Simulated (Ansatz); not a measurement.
## Two states of MnBiO4

```xyz
12
Lattice="3.7785 0.0000 0.0000 1.8893 -7.3395 0.0000 0.0000 0.0000 -5.4468" Properties=species:S:1:pos:R:3 pbc="T T T"
O     1.8893   -4.5799   -2.8051
O     3.7785   -2.7597   -0.0817
O     3.7785   -2.7597   -2.6417
O     1.8893   -4.5799   -5.3651
Mn    1.8893   -6.1079   -4.0851
Mn    3.7785   -1.2316   -1.3617
Bi    1.8893   -2.7597   -4.0851
Bi    3.7785   -4.5799   -1.3617
O     3.7785   -6.0037   -4.0851
O     1.8893   -1.3358   -1.3617
O     0.0000    0.0000    0.0000
O     0.0000    0.0000   -2.7234
```

Method: PBE; PAW, plane waves to 420 eV, 5×5×4 Γ-centred mesh, gaussian occupations (width 0.017 eV) (Ansatz 0.2.0), atoms fixed.

State A: no moments (no spin polarisation). State B: Mn5 down, Mn6 up (collinear spin).

**Question.** Compare the two self-consistent states.

**Answer.** State B is lower by 34.9 meV an atom at zero smearing.

```
state  free energy (meV/atom)  largest moment in a small sphere (μB)  net moment (μB/cell)  gap on mesh (eV)  pressure (GPa)  largest force (eV/Å)
    A                    35.0                                   0.00                  0.00             metal            -5.4                  1.63
    B                     0.0                                   1.49                  0.01             metal            -3.6                  1.12
```

Origin: a known structure type with other elements, at an estimated volume, so it need not be a known compound. Caveats: semilocal functionals often miss the gap of such magnets; the k mesh is coarse if the cell is a metal; atoms or cell far from equilibrium.
